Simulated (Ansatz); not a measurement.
## Notes on KMgSnAu

```
CELL_PARAMETERS angstrom
4.17043 0.22255 -1.09052
-0.13532 5.07747 0.79945
0.76255 0.92313 4.78458
ATOMIC_POSITIONS crystal
Mg 0.30502 0.49126 0.23303
K 0.72832 0.99886 0.23650
Sn 0.27910 0.69061 0.67129
Au 0.10406 0.16981 0.72191
```

Method: r2SCAN, no spin polarisation; PAW, plane waves to 500 eV, 4×4×4 (shifted by 0.5, 0.5, 0.5 steps) mesh, fermi-dirac occupations (width 0.1 eV) (Ansatz 0.2.0), atoms fixed.

Is it stable against the elements?

0.17 eV an atom against the elements' usual phases (free molecules for gases, crystals otherwise, with no correction for O₂ or N₂), so at this geometry it isn't bound against them. Relaxing would lower it.

Metal or insulator?

It is a metal, with about 0.93 states/eV a cell as the mean within 0.25 eV of the Fermi level.

What does the stress say?

The pressure is 8.3 GPa (compression positive), so with the atoms held at these fractions the cell would first expand; the forces are large, so a full relaxation may end otherwise. The principal stresses 6.2, 6.9, 11.7 GPa differ, so its shape would change too.

Where is the largest force?

The largest is on K2: 1.15 eV/Å, components (-0.16, 0.42, -1.06). It makes 33° with the line to a nearest neighbour, Au4 at 3.01 Å, pointing towards it.

Origin: a disordered cell, so it need not be a known compound. Caveats: the k mesh is coarse if the cell is a metal.
